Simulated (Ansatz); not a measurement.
Relaxed candidate structures of TaAs2:

A. P6₂22 (No. 180), hP9; a = b = 4.838 Å, c = 7.275 Å, α = β = 90.00°, γ = 120.00°; Ta 3d (0.500, 0.000, 0.500); As 6j (0.330, 0.165, 0.167)

B. C2/m (No. 12), mS12; a = 9.3332 Å, b = 3.3691 Å, c = 7.7466 Å, α = γ = 90.00°, β = 119.66°; Ta 4i (0.157, 0.000, 0.195); As 4i (0.140, 0.000, 0.527); As 4i (0.405, 0.000, 0.109)

**Question.** Rank these by energy per atom (lowest first), as PBEsol (plane waves to 420 eV, PAW, scalar-relativistic; Ansatz, an electronic-structure program) gives it.

**Answer.** B (reference, the lowest among the structures calculated here), A (+0.35 eV/atom)

Each run could gain symmetry but not lose that of its start, so entries can be saddle points. From databases, or of a type measured for this composition: C2/m, mS12; the others are generated cells (placed on structure types, drawn at random, substituted or restacked) that were not matched to a known phase here. Energies are at zero temperature and pressure, without zero-point motion. No spin polarisation in the result.
